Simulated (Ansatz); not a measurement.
The relaxed structure here is a generated cell of InSb: the first start was made by placing the elements on the sites of a structure type, and the end was not matched to a known phase here, so it may be hypothetical. Known forms of InSb include space group No. 216.

One stationary structure of InSb. Space group P6₂22 (No. 180). All values below come from r2SCAN (plane waves to 500 eV, PAW, scalar-relativistic; Ansatz, a quantum-chemistry and plane-wave program).

```cif
data_In3Sb3
_chemical_formula_sum 'In3 Sb3'
_space_group_name_H-M_alt 'P6222'
_space_group_IT_number 180
_space_group_name_Hall 'P 62 2 (0 0 4)'
_cell_length_a 4.63423
_cell_length_b 4.63423
_cell_length_c 10.19108
_cell_angle_alpha 90.000
_cell_angle_beta 90.000
_cell_angle_gamma 120.000
loop_
_atom_site_label
_atom_site_type_symbol
_atom_site_symmetry_multiplicity
_atom_site_Wyckoff_symbol
_atom_site_fract_x
_atom_site_fract_y
_atom_site_fract_z
_atom_site_occupancy
In1 In 3 c 0.50000 0.00000 0.00000 1
Sb1 Sb 3 d 0.50000 0.00000 0.50000 1
```

Problem. Estimate the band gap that r2SCAN returns for this input.

Solution. No gap on the sampled points, where the bands overlap only slightly; such a result is sensitive to mesh and level.

No spin polarisation in the result.

The run could not lose the symmetry of its start; a randomly shaken copy of 12 atoms returns to this structure.
